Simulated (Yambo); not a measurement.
A G0W0@PBEsol run in Yambo for AgI (space group P4/nmm, No. 129) (2×2×2 Γ-centred k mesh, bands 17 to 292 and a 6 Ry block in the screening, 292 bands in G with the Bruneval-Gonze terminator, plasmon pole fitted at 27.2 eV) gives these matrix elements, in eV, at the band edges (Γ → Γ):

```json
[
 {"state": "valence edge", "E0": "0.000", "<Vxc>": "-15.167", "<Σx>": "-18.207", "<Σc(E0)>": "2.431", "Z": "0.793"},
 {"state": "conduction edge", "E0": "0.829", "<Vxc>": "-9.857", "<Σx>": "-5.685", "<Σc(E0)>": "-3.722", "Z": "0.812"}
]
```

Solve the linearised quasiparticle equation for both states, give the gap, and say how exchange and correlation each act on it.

E = E0 + Z(Σx + Σc − Vxc). Valence: 0.000 + 0.793 × (-18.207 + (2.431) − (-15.167)) = -0.48 eV. Conduction: 0.829 + 0.812 × (-5.685 + (-3.722) − (-9.857)) = 1.19 eV. The gap is 1.68 eV, against 0.83 eV in PBEsol. Replacing Vxc by bare exchange alone would open it by 7.21 eV; correlation takes back 6.15 eV of that, and Z scales what is left. Nearest settings tried, and what they do to the gap: 196 bands in G: +7 meV; 196 bands in W, 196 bands in G: +46 meV; 5 Ry block (153 vectors against 221): -29 meV; 2×2×1 mesh: -244 meV. So the settings aren't converged at that level. The k mesh is coarse. 

Spin-orbit coupling is included.

Geometry relaxed with PBE+D3(BJ); primitive cell a = b = 4.3924 Å, c = 6.2191 Å, α = β = γ = 90.00°.

This is not the ordinary phase of the substance; no match was found in the copy of COD used, and its stability was not checked.
